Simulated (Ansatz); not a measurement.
BeTe (rock salt, Fm-3m), a = 5.3017 Å, b = 5.3017 Å, c = 5.3017 Å, α = 90.00°, β = 90.00°, γ = 90.00°; the cell used has 2 atoms.

Relaxed with PBEsol.

Decompose the optical modes at the zone centre into irreducible representations, and say which are infrared and Raman allowed.

Point group m-3m: Γ_opt = T1u. Infrared: T1u. Raman: none.

Assign frequencies (DFPT, DFT-PBEsol in the program Ansatz with PAW potentials).

T1u 85i cm⁻¹.

The start of the workflow was typed in or built on a structure type; neither database checked (COD, Materials Project) lists it. COD files the formula under space group No. 216. Its standing as an ambient phase is unchecked. The PBEsol relaxation kept the symmetry of its start. At this level the phase is dynamically unstable (imaginary phonons). As this level gives no gap, phonon frequencies hold no LO–TO term and depend on the k-mesh and smearing (Fermi–Dirac, 0.1 eV here). Scalar-relativistic: spin–orbit coupling is off unless named, which matters more the heavier the elements.

Potentials: the earlier of the program's two PAW sets. The files were generated under PBE; for other functionals the program regenerates the frozen cores, and for LDA and PBEsol the local potential too.
